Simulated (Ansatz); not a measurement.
Na (bcc (W type), space group No. 229) at seven volumes, the program Ansatz at the PBEsol level (PAW), scaled uniformly. One row is withheld.

```
V (Å³/atom)  P (GPa)
-----------  -------
33.017          0.88
34.105          0.55
35.194          0.25
36.282          0.00
37.371         -0.22
38.459         -0.41
39.548             ?
```

Fit the shown pressures and predict the withheld one.

P = (3/2)B₀(x^(7/2) − x^(5/2))[1 + (3/4)(B′ − 4)(x − 1)] with x = (V₀/V)^(2/3). Least squares on the six rows gives V₀ = 36.283 Å³/atom, B₀ = 7.9 GPa, B′ = 3.70. At V = 39.548, x = 0.9442 and P = -0.58 GPa. The run itself gave -0.58 GPa.

Space group Im-3m (bcc (W type)). The cell was relaxed with PBEsol under the symmetry of its start.

Potentials: the later of the program's two PAW sets.
